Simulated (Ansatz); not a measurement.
Ge (diamond type), DFT, LDA, all-electron LAPW, scalar-relativistic (Ansatz 0.2.0), on 1 thread of Intel(R) Xeon(R) Platinum 8488C (Sapphire Rapids) (shared host).

Command: `ansatz run input.yaml --threads 1 --pin off --max-ram 2048MiB --backend cpu --events-out ev --progress --plain --runs-dir out`

```yaml
crystal:
  lattice:
    - [0.0, 2.7539944541, 2.7539944541]
    - [2.7539944541, 0.0, 2.7539944541]
    - [2.7539944541, 2.7539944541, 0.0]
  atoms:
    - { symbol: Ge, position: [-0.125, -0.125, -0.125] }
    - { symbol: Ge, position: [0.125, 0.125, 0.125] }
kpoints:
  mp_grid: { grid: [12, 12, 12] }
  band_path:
    path:
      - [0.0, 0.0, 0.0]
      - [0.5, 0.0, 0.5]
      - [0.625, 0.25, 0.625]
      - [0.375, 0.375, 0.75]
      - [0.0, 0.0, 0.0]
      - [0.5, 0.5, 0.5]
      - [0.5, 0.25, 0.75]
      - [0.5, 0.0, 0.5]
    npoints: 8
scf:
  occupations: { method: fermi_dirac, width: 0.1 }
hamiltonian:
  xc: lda
  pseudopotentials: { kind: all_electron, lapw: { basis_error: 0.001 } }
output:
  forces: true
  stress: true
  eigenvalues: true
  populations: true
  dos: { projected: true, de: 0.2, e_range: [-14, 8] }
```

Problem. How large is the problem that the program sets up?

Solution. 72 irreducible k-points, 609 plane waves at Γ, 27 bands.

Problem. About how long does it take?

Solution. 17 s of wall time for 6 SCF iterations. Times on shared machines scatter by tens of per cent.
